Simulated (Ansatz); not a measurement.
HfN (NiAs type, P6_3/mmc) at seven volumes, r²SCAN in the plane-wave PAW code Ansatz, shape and atoms relaxed at each. One row is withheld.

```tsv
V (Å³/atom)	P (GPa)
10.566	31.76
10.914	19.50
11.263	9.00
11.611	0.01
11.959	-7.69
12.308	-14.29
12.656	?
```

**Question.** Fit the shown pressures and predict the withheld one.

**Answer.** P = (3/2)B₀(x^(7/2) − x^(5/2))[1 + (3/4)(B′ − 4)(x − 1)] with x = (V₀/V)^(2/3). Least squares on the six rows gives V₀ = 11.612 Å³/atom, B₀ = 277 GPa, B′ = 4.13. At V = 12.656, x = 0.9442 and P = -19.97 GPa. The run itself gave -19.94 GPa.

The workflow started from a Materials Project entry (that database holds measured and hypothetical structures alike); the Crystallography Open Database copy checked does not list it. It is not the phase usual at ambient conditions (space group No. 225). Symmetry was held in the r²SCAN relaxation; whether a distortion lowers the energy is not shown. No spin polarisation was allowed. Spin–orbit coupling is left out wherever it is not named.

Potentials: the later of the program's two PAW sets.
